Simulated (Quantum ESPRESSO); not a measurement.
# Computed records: CaMg2ZnO4 (made-up cell), Al2InGaP4 (made-up cell)

All values are calculated (Quantum ESPRESSO 7.5). Calculation on a made-up crystal cell, not a measurement, the moved input of one more run found from cubic fits through the family: the fits match the computed values on one interval only; periodic Kohn-Sham density functional theory in plane waves with PseudoDojo standard norm-conserving scalar-relativistic pseudopotentials, each functional with its own files (v0.5 for PBE, v0.4.1 for LDA and PBEsol), no spin polarisation, no spin-orbit coupling, atoms not relaxed, stress positive in tension, energies less a fixed whole-eV offset for each atom's element; levels are Kohn-Sham levels at fractions of this cell's reciprocal vectors, counted from the reference band (half the neutral cell's valence electrons, rounded up) at Gamma; error bars cover cutoff and k-mesh only, not smearing or the files; added strain carries the atoms with the cell, and shear is the tensor component; each bar is the largest change over components, and at least 0.002 eV, 0.002 eV per angstrom or 0.02 GPa; energies are for the whole cell, and the offsets were chosen from early runs and are not element reference energies.

Common to all runs: functional pbe; fermi dirac smearing 0.025 eV; scf tolerance 1e-07 eV; electrons removed 0; k mesh 4 x 4 x 4, shifted by half a step; structure shown one run of the family, not the further run.

(1) CaMg2ZnO4 (made-up cell)

Reference structure:
```xyz
8
Lattice="4.3019 0.0260 0.0293 0.0260 4.2963 0.0220 0.0293 0.0220 4.4300" Properties=species:S:1:pos:R:3 CaMg2ZnO4
Mg     0.0560     0.0820    -0.0056
Zn     0.0459     2.2047     2.1855
Ca     2.2746     0.0675     2.2844
Mg     2.2163     2.2113     0.0027
O      2.1140     0.0478     0.0333
O      2.1562     2.2567     2.2864
O      4.3092    -0.0483     2.2348
O      4.3201     2.2851     0.0329
```

```
lattice type                              : rocksalt
cutoff                                    : 1143 eV
moved input                               : shift of site 8 along z
moved input in the structure shown        : -0.0119 Å
further run fz on site 8                  : 0.534 eV/Å
further run fz on site 7                  : -0.178 eV/Å
further run fz on site 6                  : -0.344 eV/Å
further run fz on site 4                  : 0.184 eV/Å
moved input of the further run            : -0.0835 Å
interval low                              : -0.08541 Å
interval high                             : -0.08136 Å
energy against integrated force or stress : 0.0003459 eV
error bar energy                          : 0.002 eV
error bar force                           : 0.004239 eV/Å
```

Atoms:
```csv
atoms element,atom site,atom energy offset (eV)
Mg,1,-1617
Zn,2,-5687
Ca,3,-1055
Mg,4,-1617
O,5,-452
O,6,-452
O,7,-452
O,8,-452
```

Family:
```csv
moved input (Å),fz on site 8 (eV/Å),fz on site 7 (eV/Å),fz on site 6 (eV/Å),fz on site 4 (eV/Å)
-0.1475,0.944,-0.34,-0.497,0.124
-0.0119,0.105,0.003,-0.174,0.251
0.0396,-0.219,0.133,-0.051,0.3
0.0758,-0.465,0.224,0.034,0.334
0.0941,-0.6,0.271,0.078,0.351
0.1645,-1.192,0.447,0.244,0.417
```

(2) Al2InGaP4 (made-up cell)

Reference structure:
```xyz
8
Lattice="5.6015 0.0509 -0.0650 0.0509 5.6489 -0.0148 -0.0649 -0.0148 5.6699" Properties=species:S:1:pos:R:3 Al2InGaP4
Al     0.0433    -0.0272     0.0052
Ga    -0.1869     2.6883     2.6619
Al     2.8042    -0.0033     2.6139
In     2.8033     2.7787    -0.1338
P      1.3948     1.4442     1.3610
P      1.3902     4.2281     4.3225
P      4.1998     1.3955     4.2851
P      4.2495     4.2328     1.2865
```

```
lattice type                              : zincblende/diamond
cutoff                                    : 1088 eV
moved input                               : added strain, biaxial xx=yy
moved input in the structure shown        : -0.0016
further run fz on site 6                  : -2.549 eV/Å
further run stress yy                     : 1.18 GPa
further run stress xx                     : 0.78 GPa
further run pressure                      : -1.19 GPa
moved input of the further run            : 0.0168
interval low                              : 0.01642
interval high                             : 0.01713
energy against integrated force or stress : 0.0006393 eV
error bar energy                          : 0.00607 eV
error bar stress                          : 0.02 GPa
error bar force                           : 0.002 eV/Å
```

Atoms:
```csv
atoms element,atom site,atom energy offset (eV)
Al,1,-64
Ga,2,-2080
Al,3,-64
In,4,-1808
P,5,-189
P,6,-189
P,7,-189
P,8,-189
```

Family:
```csv
moved input,fz on site 6 (eV/Å),stress yy (GPa),stress xx (GPa),pressure (GPa)
-0.0125,-3.079,-3.99,-4.27,3.26
-0.0052,-2.938,-2.57,-2.89,2.03
-0.0016,-2.871,-1.91,-2.24,1.46
0.0072,-2.712,-0.37,-0.74,0.13
0.0113,-2.642,0.31,-0.07,-0.45
0.0229,-2.45,2.1,1.68,-1.97
```
